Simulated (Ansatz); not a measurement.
Relaxed-ion elastic tensor of Mg2Sn in space group P6_3/mmc (No. 194; Mg on 2a, Mg on 2d, Sn on 2c) in GPa (Voigt order), PBEsol (plane waves, PAW; program Ansatz); density 4.12 g/cm³, 22.47 Å³ per atom.

```
66.5  44.0  29.4   0.0   0.0   0.0
44.0  66.5  29.4   0.0   0.0   0.0
29.4  29.4  76.6   0.0   0.0   0.0
 0.0   0.0   0.0   4.0   0.0   0.0
 0.0   0.0   0.0   0.0   4.0   0.0
 0.0   0.0   0.0   0.0   0.0  11.2
```

### Question
Is the crystal mechanically stable?

### Answer
Yes: the smallest eigenvalue of C is 4.0 GPa.

### Question
Work out the Voigt, Reuss and Hill averages.

### Answer
K_V = 46.1, K_R = 46.1, K_H = 46.1; G_V = 11.0, G_R = 7.0, G_H = 9.0 GPa.

### Question
Give Young's modulus, Poisson's ratio, Pugh's ratio and the universal anisotropy index.

### Answer
E = 9KG/(3K + G) = 25.4 GPa; ν = 0.41; K/G = 5.12 (ductile by the Pugh limit of 1.75); A_U = 5G_V/G_R + K_V/K_R − 6 = 2.84.

### Question
Estimate the sound speeds and the Debye temperature.

### Answer
v_l = √((K + 4G/3)/ρ) = 3760 m/s, v_t = √(G/ρ) = 1480 m/s, mean 1680 m/s; Θ = (h/k)(3n/4πV)^(1/3) v_m = 177 K.

### Question
Solve the Christoffel equation for the three sound speeds along x, y, z.

### Answer
Eigenvalues of C_ijkl n_j n_l equal ρv². In km/s, slowest first: x 0.99, 1.65, 4.02; y 0.99, 1.65, 4.02; z 0.99, 0.99, 4.31.

### Question
How much does each axis shrink under pressure?

### Answer
Linear compressibilities β_i = Σ_j S_ij (j = 1 to 3): x 7.0, y 7.0, z 7.7 per TPa.

The workflow started from a Materials Project entry (that database holds measured and hypothetical structures alike); the Crystallography Open Database copy checked does not list it. COD files the formula under space group No. 225, 227, so this cell is another polymorph or a model. With Mg and Sn taken as one species the cell has the higher symmetry P6/mmm, so it may be an ordered model of a mixed-site phase. Whether it is the stable phase at ambient conditions was not checked. The cell was relaxed with PBEsol under the symmetry of its start; of distortions, only those at the zone centre were tested. As this level gives no gap, shear constants depend on the k-mesh and smearing (Fermi–Dirac, 0.1 eV here). Scalar-relativistic: spin–orbit coupling is off unless named, which matters more the heavier the elements.

Potentials: the later of the program's two PAW sets.
